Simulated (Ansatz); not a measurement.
## YPb₃, one cell by several methods

```
Y Pb
1.0
     4.86245    0.00000    0.00000
     0.00000    4.86245    0.00000
     0.00000    0.00000    4.86245
Y Pb
1 3
Direct
  0.00000 0.00000 0.00000
  0.50000 0.50000 0.00000
  0.50000 0.00000 0.50000
  0.00000 0.50000 0.50000
```

Atoms are numbered in the order listed.

Structure from Materials Project entry mp-20291 (possibly hypothetical), not relaxed further.

Spin polarisation is left out, and whether a magnetic state lies lower isn't shown here.

Spin–orbit coupling is left out, though it moves levels of the heavy atoms by tenths of an eV or more.

Methods: DFT, LDA, PAW with Ansatz's default frozen-core files, scalar-relativistic (Ansatz 0.2.0); DFT, LDA, all-electron PAW with datasets made for the crystal, scalar-relativistic (Ansatz 0.2.0); DFT, LDA, all-electron LAPW, scalar-relativistic (Ansatz 0.2.0).

For PAW: a Γ-centred 8×8×8 k mesh, Fermi–Dirac smearing of 0.08 eV, cutoff 420 eV, no spin polarisation; the PAW files were made with PBE, and the program remakes their frozen cores for this functional. The crystal-made all-electron datasets (AE datasets) take a cutoff of 260 eV at this cell. LAPW targets a basis error of 1 meV/atom. The Ansatz runs share mesh, smearing and spin set-up. Plane-wave (PAW) pressures include the program's estimate of the Pulay term.

Stress and pressure are positive in compression.

No spin–orbit coupling: at heavy atoms the gradients can be off by tens of per cent for that reason.

In a metal, gradients converge slowly with the k mesh: the values move by tens of per cent from one mesh to another, at times in sign, so only the comparison on one mesh counts.

Levels count from the Fermi level.

| quantity | PAW | AE datasets | LAPW |
| --- | --- | --- | --- |
| pressure (GPa) | -3.55 | -3.55 | -3.55 |
| highest filled level at M (eV) | -1.102 | -1.100 | -1.101 |
| lowest empty level at M (eV) | 0.207 | 0.207 | 0.207 |
| highest filled level at Γ (eV) | -2.742 | -2.743 | -2.743 |
| lowest empty level at Γ (eV) | 1.340 | 1.341 | 1.341 |
| field gradient Vzz at Pb2 (10²¹ V/m²) | 31.78 | 31.67 | – |

PAW's pressure differs from the LAPW value by about 0.01 GPa or less.
